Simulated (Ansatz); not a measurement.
**¹⁷O NMR of the central transition in CO2**

Cell: a COD entry, taken as it stands.

Space group Pa-3 (No. 205); a = 5.6240 Å.

```
site  Wyckoff  site symmetry       x       y       z
   C       4a           .-3.  0.0000  0.0000  0.0000
   O       8c            .3.  0.1185  0.1185  0.1185
```

One atom of each set is listed.

The numbers come from a DFT calculation in Ansatz (PBE, plane waves and PAW, scalar-relativistic, 420 eV cutoff, Γ-centred 4×4×4 k-points, Fermi–Dirac smearing 0.02 eV).

¹⁷O has I = 5/2 and Q = -25.58 mb (Pyykkö 2018); at 16.4 T its Larmor frequency is ν₀ = 94.7 MHz. Only the quadrupole interaction is simulated: positions count from each site's isotropic chemical shift, and J coupling is left out, as are shift anisotropy and dipolar coupling, which fast spinning averages.

Problem. Give C_Q, η, the quadrupolar product P_Q = |C_Q|(1 + η²/3)^½, the second-order isotropic shift and the breadth of the pattern (fast magic-angle spinning) for each O site.

Solution. 

```csv
site,first shell,C_Q (MHz),η,P_Q (MHz),δ_QIS (ppm),breadth (kHz)
O,1 C at 1.15 Å,-4.05,0.00,4.05,-11.0,2.22
```

δ_QIS = −(ν_Q²/30ν₀²)[I(I+1) − 3/4](1 + η²/3) × 10⁶ ppm with ν_Q = 3|C_Q|/[2I(2I−1)]; it falls as 1/B₀² in ppm, and the breadth as 1/B₀ in kHz.

An axis of threefold or higher order runs through O, so V_zz lies along it and η is zero.

The calculated pressure of 5 GPa (PBE) comes largely from the unrelaxed atoms: it is 1.3 GPa once they are relaxed in the same cell. The largest force is 1.5 eV/Å, so the atoms aren't at the calculated equilibrium and relaxing them would move these values.

Hardware: 1 thread of Intel Xeon Platinum 8488C (Sapphire Rapids) (x86_64; 16 cores open to the job, memory cap 2.5 GiB, no GPU), a shared host with a load of 0.8 a core. Wall time 7.6 s, CPU time 7.5 s, peak memory 0.47 GiB.
